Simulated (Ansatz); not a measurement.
VN (rock salt)

```xyz
2
Lattice="0.0000 2.0585 2.0585 2.0585 0.0000 2.0585 2.0585 2.0585 0.0000" Properties=species:S:1:pos:R:3 pbc="T T T"
N      0.0000     0.0000     0.0000
V      2.0585     2.0585     2.0585
```

This relaxed cell (volume V₀) is scaled evenly in all directions, its shape held. Symmetry pins the atoms to their sites.

Calculation: PBE (plane waves to 420 eV, PAW, scalar-relativistic; Ansatz, an electronic-structure program). k mesh 19×19×19 (Γ-centred), Fermi-Dirac smearing 0.05 eV. The energy includes the smearing's −TS. The PAW data are Ansatz's earlier set. VN is run without spin polarisation. VN was relaxed with its symmetry unable to fall. ΔE is measured from the relaxed starting cell. The last digit holds for this mesh only.

```csv
V (Å³/atom),ΔE (meV/atom)
7.850,103.1
7.995,69.3
8.141,43.0
8.286,23.4
8.431,10.1
8.577,2.5
8.722,0.0
8.868,2.3
9.013,9.0
9.158,19.6
9.304,33.9
9.449,51.5
9.594,72.1
```

### Question
What is the fitted pressure derivative B₀′?

### Answer
4.3.

### Question
What bulk modulus B₀ follows from a third-order Birch-Murnaghan fit?

### Answer
314 GPa.

(Under strain, the slope of the energy per volume gives the stress and its curvature an elastic modulus.)
